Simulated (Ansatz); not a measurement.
A crystal relaxed with r2SCAN in Ansatz 0.2.0 has space group Pmm2 (No. 25) and a = 3.694 Å, b = 7.431 Å, c = 5.164 Å.

```csv
atom,site,x,y,z
N,1a,0.0000,0.0000,0.0053
Xx,1c,0.5000,0.0000,0.8062
P,2h,0.5000,0.7670,0.5013
Xx,2g,0.0000,0.7819,0.2282
P,1b,0.0000,0.5000,0.0003
Xx,1d,0.5000,0.5000,0.7294
```

The r2SCAN gap is indirect, 0.27 eV (Y to Γ), below the direct gap of 0.34 eV at Γ. With HSE06 the valence top lies at Y and the conduction bottom at Γ, 0.71 eV higher; the smallest vertical gap, at Γ, is 0.79 eV. Meshes: r2SCAN 8×4×6, HSE06 4×2×4.

Problem. Which element is Xx?
A. In
B. Al
C. Ga
D. B

Solution. C. Xx is Ga: Ga₄P₃N, ordered on the zincblende lattice (Pmm2) with 8 atoms a cell. Around N lie 4 Ga at 1.99–2.11 Å; around Ga lie 2 N at 2.11 Å and 2 P at 2.34 Å; around P lie 4 Ga at 2.31–2.34 Å; around Ga lie 1 N at 1.99 Å and 3 P at 2.33–2.40 Å; around P lie 4 Ga at 2.32–2.40 Å; around Ga lie 4 P at 2.31–2.32 Å.

The calculation is spin-unpolarised, and the structure need not be a phase that has been made.

The meshes of the hybrids are coarse, so their gaps aren't converged to the digits shown.
